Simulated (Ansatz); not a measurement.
**W (bcc)**

Level of theory: DFT, PBEsol, scalar-relativistic, no spin polarisation; plane waves to 420 eV with PAW datasets (Ansatz 0.2.0), Γ-centred 18×18×18 mesh, 0.05 eV Gaussian smearing; PAW files: Ansatz's generated set soft_2.

```
W
1.0
    -1.57714    1.57714    1.57714
     1.57714   -1.57714    1.57714
     1.57714    1.57714   -1.57714
W
1
Direct
  0.00000 0.00000 0.00000
```

Path: Γ–H–N–Γ–P–H | P–N, with Γ = (0.000, 0.000, 0.000), H = (0.500, -0.500, 0.500), N = (0.000, 0.000, 0.500), P = (0.250, 0.250, 0.250) in reciprocal vectors of the calculation's cell.

Levels between -6 and 6 eV from the Fermi level at the path's named points:
| point | below E_F (eV) | above E_F (eV) |
| --- | --- | --- |
| Γ | -1.25 -1.25 -1.25 | 2.26 2.26 |
| H | -5.93 -5.93 | 5.25 5.25 5.25 |
| N | -3.62 | 0.76 2.17 3.16 |
| P | -2.97 -2.97 -2.97 | 3.33 3.33 |

Task: By these bands, is it a metal or an insulator, and if it has a gap, where are the band edges on this path?

Result: A metal: bands cross the Fermi level.

No spin–orbit coupling, a notable omission for heavy elements.
